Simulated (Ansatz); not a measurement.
# TiSi: stationary points along a deformation path

Computed with Ansatz 0.2.0, DFT r2SCAN, scalar-relativistic, plane waves, PAW. Cutoff 500 eV, Γ-centred 20×20×14 k-points, Gaussian smearing of 0.15 eV. No spin polarisation. Energies are free energies at this smearing, counted from the undisturbed cell; pressure is positive in compression.

Zero of the scan (as given, not relaxed at this level; it stands at -1.8 GPa, and it needn't be the usual structure):

```
Ti Si
1.0
     1.81618   -2.11762    0.00000
     1.81618    2.11762    0.00000
     0.00000    0.00000    3.80393
Ti Si
1 1
Direct
  0.50000 0.50000 0.00000
  0.00000 0.00000 0.50000
```

At fixed volume and fractional coordinates, lengths along (0.000, 0.000, 1.000) are scaled against those across it; ρ is that ratio over its starting value. V = 14.630 Å³/atom. Δσ is the stress along the axis less the mean stress across it (compression positive).

```csv
ρ,ΔE (meV/atom),Δσ (GPa),space group
0.850,84.1,12.99,Cmmm
0.920,27.4,9.49,Cmmm
0.960,7.8,5.54,Cmmm
1.000,0.0,0.57,Cmmm
1.050,7.8,-5.80,Cmmm
1.100,31.9,-11.23,Cmmm
1.200,126.5,-25.12,Cmmm
```

Q: How does the stress give the slope of the energy, and where is the energy stationary?

A: Along the path d ln(length) is 2/3 d ln ρ on the axis and −1/3 d ln ρ across it, so dE/d ln ρ = −(2/3) V Δσ: the energy falls with ρ where Δσ is positive. Δσ vanishes or changes sign between ρ = 1.000 and 1.050, a minimum (near 1.00 by linear interpolation). Pairs of stationary points between two samples would go unseen, and could change a minimum read from distant neighbours into a maximum.

Q: Integrate that slope from ρ = 1 to 0.850 by the trapezoid rule.

A: With V/N in Å³ and 1 eV/Å³ = 160.2 GPa the slopes at ρ = 1.000, 0.960, 0.920, 0.850 are -35, -337, -578, -791 meV/atom per unit of ln ρ. The steps add 7.6 + 19.5 + 54.1 = 81.2 meV/atom, against 84.1 from the energies; the trapezoid rule misses the curvature of the slope within each step.

In a metal these slopes depend on the k mesh and the smearing.